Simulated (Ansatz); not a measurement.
Formation energies in the Au–Zn system, lowest calculated structure of each composition. Computed with PBEsol (plane waves to 420 eV, PAW, scalar-relativistic; Ansatz, a program for electronic structure). Element references, the lowest calculated here: Au (Fm-3m), Zn (P6₃/mmc).

```tsv
phase	x(Zn)	space group	E_f (eV/atom)
Au	0.000	Fm-3m	0.00
ZnAu	0.500	Pm-3m	-0.23
Zn2Au	0.667	Fm-3m	-0.11
Zn	1.000	P6₃/mmc	0.00
```

Task: Construct the convex hull: which compounds lie on it, and how far above it are the others?

Result: For Zn2Au a lower structure may exist, so the energies are upper bounds and are not judged. On the hull: ZnAu. Zn2Au 0.04 eV/atom above.

This is the hull of the energies calculated here, no anion corrections; phases that were not calculated are missing from it. Values are rounded to 0.01 eV/atom. Not shown to be the ambient phase of their composition (a lower form may be missing, and a cell relaxed within its start's symmetry can be a saddle point): Zn2Au (Fm-3m). Spin-orbit coupling is missing from these energies, which matters for elements this heavy. The compounds carry no spin polarisation.
